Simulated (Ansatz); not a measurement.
Input file for Ansatz (an electronic-structure program):

Ansatz 0.2 input:
```yaml
crystal:
  lattice:
    - [4.1635853175, 0.0, 0.0]
    - [-2.0817926588, 3.6057706558, 0.0]
    - [0.0, 0.0, 6.767105791]
  atoms:
    - { symbol: Cd, position: [0.6666666667, 0.3333333333, 0.0009926261] }
    - { symbol: Cd, position: [0.3333333333, 0.6666666667, 0.5009926261] }
    - { symbol: S, position: [0.6666666667, 0.3333333333, 0.6242073739] }
    - { symbol: S, position: [0.3333333333, 0.6666666667, 0.1242073739] }
kpoints:
  mp_grid: { grid: [6, 6, 4] }
  band_path:
    path:
      - [[0.0, 0.0, 0.0], [0.5, 0.0, 0.0], [0.3333333333, 0.3333333333, 0.0], [0.0, 0.0, 0.0], [0.0, 0.0, 0.5], [0.5, 0.0, 0.5], [0.3333333333, 0.3333333333, 0.5], [0.0, 0.0, 0.5]]  # Γ-M-K-Γ-A-L-H-A
      - [[0.5, 0.0, 0.5], [0.5, 0.0, 0.0]]  # L-M
      - [[0.3333333333, 0.3333333333, 0.5], [0.3333333333, 0.3333333333, 0.0]]  # H-K
      - [VBM, CBM]
    npoints: 8
hamiltonian:
  xc: r2scan
  pseudopotentials: { kind: paw }
magnetization: { noncollinear: true, spin_orbit: true }
scf:
  n_extra_bands: 12
  convergence: { dr2_threshold: 0.0000000001 }
  occupations: { method: gaussian, width: 0.01 }
checkpoint: { write: soc.run }
output: { eigenvalues: true }
```

Output (shortened):

```
Pseudopotential: Cd, paw_fr, valence charge 20
Pseudopotential: S, paw_fr, valence charge 6
Functional definition: r2SCAN
non-collinear run that drives no moment, with spin-orbit …
Crystal: 4 atoms, lattice volume = 101.594 Å³
Basis set: ecut = 500 eV, 2575 PW (Γ), exchange–correlation on 128×128×200 points (64 copies of the dense FFT grid, shifted against one another)
Bands: 64, of which v1, the nominal top of the filled ones, is band 52 counted from 1 (51 counted from 0)
Symmetry: 12 space group operations + 12 with time reversal
k-points: 21 of 144 (time reversal used)
Projection manifold: j_resolved (fully-relativistic pseudo-atomic orbitals)
iter 1 solved again at ethr=1.56e-3 eV; its pass at ethr=3.10e-3 eV (dr2=8.10e-1 eV) is discarded
SCF iter   1: F=—  HF=-18334.459451 eV  |F-HF|=—  |Δ(HF+E_count)|=         —  Δρ=3.17e-2  dr2=7.99e-1  dr2_τ=7.83e-3  dr2_m=0.00e0 (ungated)  ethr=1.56e-3  |M|=0.00e0 ∫|m|=0.00e0 μB  |m|>n=0.0e0 m-floor=0.0e0 τ_xc=0.0e0  β_m=0.30  ⟨swp⟩=1.4  Hψ=8277  notcnv=0
preconditioner: auto → Resta (q_TF=auto, 2.440 Å⁻¹)
spin=Noncollinear: Resta preconditioning applied to the charge; magnetization (m_x, m_y, m_z) channels mix plain (no charge-response kernel on spin).
SCF iter   2: F=—  HF=-18334.446530 eV  |F-HF|=—  |Δ(HF+E_count)|=   1.29e-2  Δρ=2.18e-2  dr2=3.79e-1  dr2_τ=7.41e-3  dr2_m=0.00e0 (ungated)  ethr=1.54e-3  |M|=0.00e0 ∫|m|=0.00e0 μB  |m|>n=0.0e0 m-floor=0.0e0 τ_xc=0.0e0  β_m=0.60  ⟨swp⟩=2.0  Hψ=1596  notcnv=0
SCF iter   3: F=—  HF=-18334.483252 eV  |F-HF|=—  |Δ(HF+E_count)|=   3.67e-2  Δρ=4.56e-3  dr2=2.11e-2  dr2_τ=1.67e-4  dr2_m=0.00e0 (ungated)  ethr=7.29e-4  |M|=0.00e0 ∫|m|=0.00e0 μB  |m|>n=0.0e0 m-floor=0.0e0 τ_xc=0.0e0  β_m=0.73  ⟨swp⟩=4.0  Hψ=2892  notcnv=0  defer=12
SCF iter   4: F=—  HF=-18334.486825 eV  |F-HF|=—  |Δ(HF+E_count)|=   3.57e-3  Δρ=1.05e-3  dr2=9.36e-4  dr2_τ=1.42e-5  dr2_m=0.00e0 (ungated)  ethr=4.05e-5  |M|=0.00e0 ∫|m|=0.00e0 μB  |m|>n=0.0e0 m-floor=0.0e0 τ_xc=0.0e0  β_m=0.87  ⟨swp⟩=2.2  Hψ=1929  notcnv=0  defer=128
SCF iter   5: F=—  HF=-18334.487347 eV  |F-HF|=—  |Δ(HF+E_count)|=   5.22e-4  Δρ=3.59e-4  dr2=2.06e-4  dr2_τ=5.65e-6  dr2_m=0.00e0 (ungated)  ethr=1.80e-6  |M|=0.00e0 ∫|m|=0.00e0 μB  |m|>n=0.0e0 m-floor=0.0e0 τ_xc=0.0e0  β_m=0.78  ⟨swp⟩=2.0  Hψ=2096  notcnv=0  defer=128
SCF iter   6: F=—  HF=-18334.487315 eV  |F-HF|=—  |Δ(HF+E_count)|=   3.19e-5  Δρ=1.10e-4  dr2=1.72e-5  dr2_τ=1.00e-7  dr2_m=0.00e0 (ungated)  ethr=3.96e-7  |M|=0.00e0 ∫|m|=0.00e0 μB  |m|>n=0.0e0 m-floor=0.0e0 τ_xc=0.0e0  β_m=0.89  ⟨swp⟩=2.6  Hψ=1938  notcnv=0  defer=128
SCF iter   7: F=—  HF=-18334.487308 eV  |F-HF|=—  |Δ(HF+E_count)|=   7.22e-6  Δρ=1.86e-5  dr2=4.13e-7  dr2_τ=4.76e-9  dr2_m=0.00e0 (ungated)  ethr=3.30e-8  |M|=0.00e0 ∫|m|=0.00e0 μB  |m|>n=0.0e0 m-floor=0.0e0 τ_xc=0.0e0  β_m=0.95  ⟨swp⟩=2.0  Hψ=1968  notcnv=0  defer=128
SCF iter   8: F=—  HF=-18334.487349 eV  |F-HF|=—  |Δ(HF+E_count)|=   4.06e-5  Δρ=3.33e-6  dr2=1.09e-8  dr2_τ=1.37e-10  dr2_m=0.00e0 (ungated)  ethr=7.94e-10  |M|=0.00e0 ∫|m|=0.00e0 μB  |m|>n=0.0e0 m-floor=0.0e0 τ_xc=0.0e0  β_m=0.97  ⟨swp⟩=2.0  Hψ=1972  notcnv=0  defer=128
SCF iter  10: F=-18334.487349 eV  HF=-18334.487349 eV  |F-HF|=7.28e-12  |Δ(HF+E_count)|=  4.00e-10  Δρ=1.55e-7  dr2=2.66e-11  dr2_τ=2.04e-13  dr2_m=0.00e0 (ungated)  ethr=1.00e-12  |M|=0.00e0 ∫|m|=0.00e0 μB  |m|>n=0.0e0 m-floor=0.0e0 τ_xc=0.0e0  ⟨swp⟩=8.0  Hψ=4538  notcnv=0
SCF 1 converged in 10 iterations: F = -18334.487349 eV  dr2 = 2.66e-11
NSCF: frozen V_eff on 28 k-points
NSCF: frozen V_eff on 28 k-points
NSCF: frozen V_eff on 9 k-points
NSCF: frozen V_eff on 3 k-points
NSCF: frozen V_eff on 3 k-points
NSCF: frozen V_eff on 3 k-points
NSCF: frozen V_eff on 3 k-points
NSCF: frozen V_eff on 3 k-points
NSCF: frozen V_eff on 84 k-points
SCF converged after 10 iterations
Magnetization: |M| = 0.0000 μB,  M = (+0.0000, +0.0000, +0.0000) μB
Absolute magnetization: 0.0000 μB (∫|m|)
  site 0: m = (+0.0000, +0.0000, +0.0000) μB, |m| = 0.0000 μB  (R = 1.05 Å)
  site 1: m = (+0.0000, +0.0000, +0.0000) μB, |m| = 0.0000 μB  (R = 1.05 Å)
  site 2: m = (+0.0000, +0.0000, +0.0000) μB, |m| = 0.0000 μB  (R = 1.05 Å)
  site 3: m = (+0.0000, +0.0000, +0.0000) μB, |m| = 0.0000 μB  (R = 1.05 Å)
Free energy (F): -18334.487349 eV
Harris-Foulkes:  -18334.487349 eV  (|F-HF|=7.28e-12)
Internal energy: -18334.487349 eV  (E = F + TS)
E sigma→0 (E₀):  -18334.487349 eV
Fermi energy:    7.134561 eV
--- Per-component energies (eV) ---
  E_band       = -1083.347105
  E_kinetic    = 1223.696630
  E_local      = -8106.715272  (includes V_loc(G=0)·N_el)
  E_nonlocal   = 122.620105
  E_hartree    = 3722.749663
  E_xc         = -519.915500
  E_vxc        = -680.429818  (∫ρ·V_xc dr)
  E_paw        = -9412.870216  (= ΣΔE_a)
  E_vpaw       = -1131.480548  (= ΣTr[D̂ρ^β])
  E_aug_tail   = 0.000013  (compensation charges beyond the density's cutoff)
  E_vtau       = 43.462257  (kinetic-family band-sum trace: ∫τ·v_τ [+ j·A + Jᵃ·Aᵃ] dr)
  E_ewald      = -5362.703012
  E_core_change = -1.349760  (= ΣΔE_core)
  E_smearing   =  0.000000  (= −TS)
  E_closure    = 0.000000  (closes the sum)
  Σ components = -18334.487349   (vs F -18334.487349, Δ=0.00e0)
  [band-id]    e_kinetic+e_local+e_nonlocal+2·e_hartree+e_vxc+e_vpaw+e_augmentation_tail+e_vtau = -1083.347307   (vs E_band -1083.347105, Δ=-2.02e-4)
--- Band table (eV; the first three rows and the last of 21) ---
  k-point 0: bands = ["-97.6798", "-97.6798", "-97.6798", "-97.6798", "-61.8297", "-61.8297", "-61.8296", "-61.8296", "-56.1072", "-56.1072", "-56.1069", "-56.1069", "-56.1067", "-56.1067", "-56.1067", "-56.1067", "-6.4074", "-6.4074", "-5.9944", "-5.9944", …
  k-point 1: bands = ["-97.6798", "-97.6798", "-97.6798", "-97.6798", "-61.8297", "-61.8297", "-61.8296", "-61.8296", "-56.1072", "-56.1072", "-56.1068", "-56.1068", "-56.1068", "-56.1068", "-56.1067", "-56.1067", "-6.3454", "-6.3454", "-6.0525", "-6.0525", …
  k-point 2: bands = ["-97.6798", "-97.6798", "-97.6798", "-97.6798", "-61.8297", "-61.8297", "-61.8297", "-61.8297", "-56.1070", "-56.1070", "-56.1070", "-56.1070", "-56.1068", "-56.1068", "-56.1068", "-56.1068", "-6.1969", "-6.1969", "-6.1969", "-6.1969", …
  k-point 20: bands = ["-97.6798", "-97.6798", "-97.6798", "-97.6798", "-61.8298", "-61.8298", "-61.8298", "-61.8298", "-56.1073", "-56.1073", "-56.1071", "-56.1071", "-56.1071", "-56.1071", "-56.1070", "-56.1070", "-5.9004", "-5.9004", "-5.8979", "-5.8979", …
```

Cost: roughly 4 core-minutes on shared cores.

Space group P6_3mc (wurtzite). The r²SCAN relaxation kept the symmetry of its start.

Potentials: the later of the program's two PAW sets.

Ansatz is a plane-wave DFT program.
